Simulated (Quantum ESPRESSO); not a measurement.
## Band energies of Cu

```
Cu
1.0
    2.53076     0.00000     0.00000
   -1.26538     2.19170     0.00000
    0.00000     0.00000     8.26182
Cu
4
Direct
  0.00000   0.00000   0.00000
  0.00000   0.00000   0.50000
  0.33333   0.66667   0.25000
  0.66667   0.33333   0.75000
```

PBEsol (Quantum ESPRESSO, PseudoDojo norm-conserving, 92 Ry, no spin-orbit coupling); path ΓMKΓALHA,LM,KH; energies in eV from the Fermi level.

| k (1/Å) | point | band 34 | band 35 | band 36 | band 37 | band 38 | band 39 | band 40 | band 41 |
|---|---|---|---|---|---|---|---|---|---|
| 0.00 | Γ | -2.10 | -2.10 | -1.93 | -1.93 | -1.63 | -1.63 | -1.23 | 3.87 |
| 0.33 |  | -2.42 | -2.07 | -1.94 | -1.90 | -1.82 | -1.61 | 0.26 | 3.98 |
| 0.77 |  | -2.18 | -1.97 | -1.89 | -1.56 | -1.42 | -1.40 | 3.14 | 4.63 |
| 1.10 |  | -1.70 | -1.67 | -1.56 | -1.53 | -0.82 | -0.67 | 4.27 | 5.49 |
| 1.43 | M | -1.49 | -1.49 | -1.47 | -0.78 | 0.24 | 0.94 | 1.49 | 4.67 |
| 1.55 |  | -1.57 | -1.53 | -1.47 | -0.52 | 0.44 | 1.01 | 1.57 | 4.69 |
| 1.91 |  | -1.72 | -1.61 | -1.55 | 1.15 | 1.84 | 2.23 | 2.59 | 5.05 |
| 2.26 | K | -1.75 | -1.75 | -1.67 | 3.18 | 3.18 | 3.41 | 4.04 | 4.72 |
| 2.36 |  | -1.73 | -1.70 | -1.66 | 2.15 | 3.46 | 3.80 | 3.91 | 4.02 |
| 2.67 |  | -1.64 | -1.56 | -1.54 | -0.29 | 0.88 | 0.95 | 5.82 | 6.45 |
| 3.09 |  | -2.00 | -1.95 | -1.73 | -1.68 | -1.25 | -1.12 | 3.58 | 4.86 |
| 3.50 |  | -2.44 | -2.05 | -1.94 | -1.88 | -1.77 | -1.57 | 0.75 | 4.05 |
| 3.81 |  | -2.10 | -2.08 | -1.93 | -1.92 | -1.89 | -1.62 | -0.91 | 3.88 |
| 3.92 | Γ | -2.10 | -2.10 | -1.93 | -1.93 | -1.63 | -1.63 | -1.23 | 3.87 |
| 4.30 | A | -2.23 | -2.23 | -2.23 | -1.75 | -1.75 | -1.75 | -1.75 | 7.00 |
| 4.58 |  | -2.26 | -2.26 | -2.26 | -1.74 | -1.74 | -1.23 | -1.23 | 7.22 |
| 4.97 |  | -2.20 | -2.18 | -2.18 | -1.70 | -1.70 | 0.01 | 0.01 | 8.25 |
| 5.25 |  | -1.90 | -1.89 | -1.89 | -1.66 | -1.66 | 1.17 | 1.17 | 7.43 |
| 5.63 |  | -1.59 | -1.51 | -1.51 | -0.33 | -0.33 | 1.58 | 1.58 | 5.01 |
| 5.73 | L | -1.58 | -1.50 | -1.50 | -0.01 | -0.01 | 1.29 | 1.29 | 5.15 |
| 5.94 |  | -1.60 | -1.56 | -1.56 | 0.31 | 0.31 | 1.55 | 1.55 | 5.28 |
| 6.35 |  | -1.74 | -1.60 | -1.60 | 2.21 | 2.21 | 2.98 | 2.98 | 5.99 |
| 6.56 | H | -1.74 | -1.64 | -1.64 | 3.36 | 3.36 | 3.65 | 3.65 | 4.13 |
| 6.74 |  | -1.77 | -1.57 | -1.57 | 1.73 | 1.73 | 4.36 | 4.36 | 5.09 |
| 7.02 |  | -1.83 | -1.49 | -1.49 | -0.40 | -0.40 | 2.94 | 2.94 | 7.40 |
| 7.38 |  | -2.08 | -1.78 | -1.78 | -1.67 | -1.67 | 0.71 | 0.71 | 8.95 |
| 7.66 |  | -2.32 | -2.17 | -2.17 | -1.71 | -1.71 | -0.39 | -0.39 | 7.86 |
| 8.03 |  | -2.25 | -2.24 | -2.24 | -1.75 | -1.75 | -1.50 | -1.50 | 7.09 |
| 8.21 | A | -2.23 | -2.23 | -2.23 | -1.75 | -1.75 | -1.75 | -1.75 | 7.00 |
| 8.21 | L | -1.58 | -1.50 | -1.50 | -0.01 | -0.01 | 1.29 | 1.29 | 5.15 |
| 8.59 | M | -1.49 | -1.49 | -1.47 | -0.78 | 0.24 | 0.94 | 1.49 | 4.67 |
| 8.59 | K | -1.75 | -1.75 | -1.67 | 3.18 | 3.18 | 3.41 | 4.04 | 4.72 |
| 8.97 | H | -1.74 | -1.64 | -1.64 | 3.36 | 3.36 | 3.65 | 3.65 | 4.13 |

A metal at this level: along this path bands 37, 38, 39, 40 cross the Fermi level.

Geometry of the Materials Project entry, not relaxed at this level.

This is not the ordinary phase of the substance; no match was found in the copy of COD used, and its stability was not checked.
